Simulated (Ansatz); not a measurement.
## MoS$_{2}$, first-principles data

MoS2:
```yaml
crystal:
  lattice:
    - [3.17714, 0.00000, 0.00000]
    - [-1.58857, 2.75148, 0.00000]
    - [0.00000, 0.00000, 12.58084]
  atoms:
    - { symbol: Mo, position: [0.00000, 0.00000, 0.25000] }
    - { symbol: Mo, position: [0.00000, 0.00000, 0.75000] }
    - { symbol: S, position: [0.33333, 0.66667, 0.37335] }
    - { symbol: S, position: [0.66667, 0.33333, 0.62665] }
    - { symbol: S, position: [0.66667, 0.33333, 0.87335] }
    - { symbol: S, position: [0.33333, 0.66667, 0.12665] }
```

Space group P6_3/mmc (No. 194); conventional cell a = b = 3.1771 Å, c = 12.5808 Å, α = β = 90.00°, γ = 120.00°.

Method: r²SCAN+D4 in the plane-wave PAW code Ansatz. Structure relaxed to zero pressure with the same functional. Other levels are named where they apply.

Cell and energy:

```json
{
  "volume_per_atom": "18.33 Å³",
  "density": "4.83 g/cm³",
  "Formation energy from the elements (no fitted shifts)": "-0.99 eV/atom"
}
```

Electronic structure:

```json
{
  "band_gap": "1.05 eV (indirect)",
  "valence_band_maximum": "at Γ",
  "conduction_band_minimum": "at K (2 equivalent valleys)",
  "smallest_direct_gap_on_the_standard_path": "1.77 eV",
  "electron_effective_mass": "0.48, 0.48, 24 mₑ (principal values)",
  "Electron effective mass with spin–orbit coupling": "0.47, 0.47, 22 mₑ (principal values)",
  "hole_effective_mass": "0.78 mₑ (isotropic)",
  "Hole effective mass with spin–orbit coupling": "0.78 mₑ (isotropic)",
  "HSE06 gap on the r²SCAN+D4 cell": "1.45 eV",
  "Gap with spin–orbit coupling": "1.04 eV"
}
```

Mechanics:

```json
{
  "Bulk modulus (Birch–Murnaghan fit)": "31.2 GPa",
  "Pressure derivative B′": "13.3",
  "Elastic constants (relaxed ions, GPa)": "C11 = 227, C12 = 61.9, C13 = 12.3, C33 = 35.3, C44 = 8.8",
  "mechanical_stability": "stable (all eigenvalues of C positive)"
}
```

Dielectric response:

```json
{
 "Electronic dielectric constant ε∞ (DFPT)": "14.6 (xx = yy), 5.48 (zz)",
 "Static dielectric constant ε0 (ions relaxed, cell fixed)": "14.7 (xx = yy), 5.50 (zz)",
 "Born charges (a third of the trace)": "Mo -0.70, S +0.35 e"
}
```

Phonons:

```json
{
 "Highest zone-centre frequency (without LO–TO term)": "476 cm⁻¹",
 "zone_centre_stability": "no imaginary mode at Γ",
 "dynamical_stability_on_the_path": "stable (no imaginary branch)",
 "zero_point_energy": "55.0 meV/atom",
 "Vibrational entropy at 300 K": "20.9 J/(K·mol of atoms)"
}
```

Charges:

```json
{
  "bader_charges": "Mo +1.32, S -0.66 e"
}
```

The workflow started from a Materials Project entry (that database holds measured and hypothetical structures alike). Its sites differ from those of the usual phase in this space group: another stacking or structure type. Symmetry was held in the r²SCAN+D4 relaxation. No spin polarisation was allowed. The references are the lowest solids computed at this level, not always the standard phases. Scalar-relativistic: spin–orbit coupling is off unless named, which matters more the heavier the elements.

Potentials: the earlier of the program's two PAW sets.
